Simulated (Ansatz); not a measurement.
### Question
Mg (hcp (Mg type), space group No. 194) is relaxed with DFT-PBE+D3(BJ) in the program Ansatz with PAW potentials. What lattice parameters of the conventional cell result?

### Answer
a = 3.151 Å, c = 5.048 Å.

Space group P6_3/mmc (hcp (Mg type)). Symmetry was held in the PBE+D3(BJ) relaxation. The pairwise dispersion correction was not fitted to metals. Axis ratios of metals converge slowly with the k-mesh, so a and c are less sure than the volume.

Potentials: the earlier of the program's two PAW sets.
